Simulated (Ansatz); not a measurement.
Suppose HfSi3 takes space group Pmmm (No. 47), with Hf on 1d; Si on 1b and 2t.

Theory: DFT PBE, scalar-relativistic, plane waves, PAW in Ansatz 0.2.0. Cutoff 420 eV, Γ-centred mesh, Gaussian smearing, no spin polarisation.

Energies over the elements count from the elements' standard structures at the same level, with no fitted energy shifts.

Q: Which cell and coordinates does it relax to?

A:

Space group Pmmm (No. 47). a = 2.812 Å, b = 4.723 Å, c = 5.328 Å, α = 90.00°, β = 90.00°, γ = 90.00°
| atom | site | symmetry | x | y | z |
| --- | --- | --- | --- | --- | --- |
| Hf | 1d | mmm | 0.5000 | 0.0000 | 0.5000 |
| Si | 1b | mmm | 0.5000 | 0.0000 | 0.0000 |
| Si | 2t | mm2 | 0.5000 | 0.5000 | 0.2334 |

Around Hf lie 6 Si at 2.66–2.76 Å and 2 Hf at 2.81 Å; around Si on a site of symmetry mmm lie 2 Hf at 2.66 Å and 6 Si at 2.67–2.81 Å; Si on a site of symmetry mm2 has 1 Si at 2.49 Å, 5 Si at 2.67–2.84 Å and 2 Hf at 2.76 Å. Another local minimum with the same sites may exist.

Q: And its energy and gap?

A: The energy over the elements is +0.26 eV/atom and the gap on the 16×10×10 mesh of the 4-atom cell is 0 eV (a metal). A positive value: parting into the elements would lower its energy.

The last run used Gaussian smearing of 0.10 eV. Spin–orbit coupling, which can matter for Hf, is left out. Symmetry constrained the relaxation, so the result can be a saddle point. Another cell of HfSi3 relaxed alike, in Pm-3m, lies 0.31 eV/atom lower, so this cell isn't the stable form at this level.
